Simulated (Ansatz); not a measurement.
Data:

La2O3:
```cif
data_La2O3
_chemical_formula_sum 'La2 O3'
_space_group_name_H-M_alt 'P-3m1'
_space_group_IT_number 164
_space_group_name_Hall '-P 3 2"'
_cell_length_a 3.93522
_cell_length_b 3.93522
_cell_length_c 6.12632
_cell_angle_alpha 90.000
_cell_angle_beta 90.000
_cell_angle_gamma 120.000
loop_
_atom_site_label
_atom_site_type_symbol
_atom_site_symmetry_multiplicity
_atom_site_Wyckoff_symbol
_atom_site_fract_x
_atom_site_fract_y
_atom_site_fract_z
_atom_site_occupancy
La1 La 2 d 0.33333 0.66667 0.24613 1
O1 O 1 a 0.00000 0.00000 0.00000 1
O2 O 2 d 0.66667 0.33333 0.35388 1
```

This is the r²SCAN-relaxed structure.

### Question
All from r²SCAN (plane waves, PAW; program Ansatz), unless another level is named. Give the band gap.

### Answer
4.23 eV (indirect).

### Question
And the electron effective mass?

### Answer
1.3 mₑ (isotropic).

### Question
And the smallest direct gap on the standard path?

### Answer
4.35 eV.

### Question
And the weight of the conduction-edge state by species (Voronoi cells)?

### Answer
La 51 %, O 49 %.

### Question
What about the weight of the valence-edge state by species (Voronoi cells)?

### Answer
O 92 %, La 8 %.

### Question
Next, the conduction-band minimum?

### Answer
at K (2 equivalent valleys).

The r²SCAN relaxation kept the symmetry of its start. Spin–orbit coupling is left out wherever it is not named.

Potentials: the later of the program's two PAW sets.
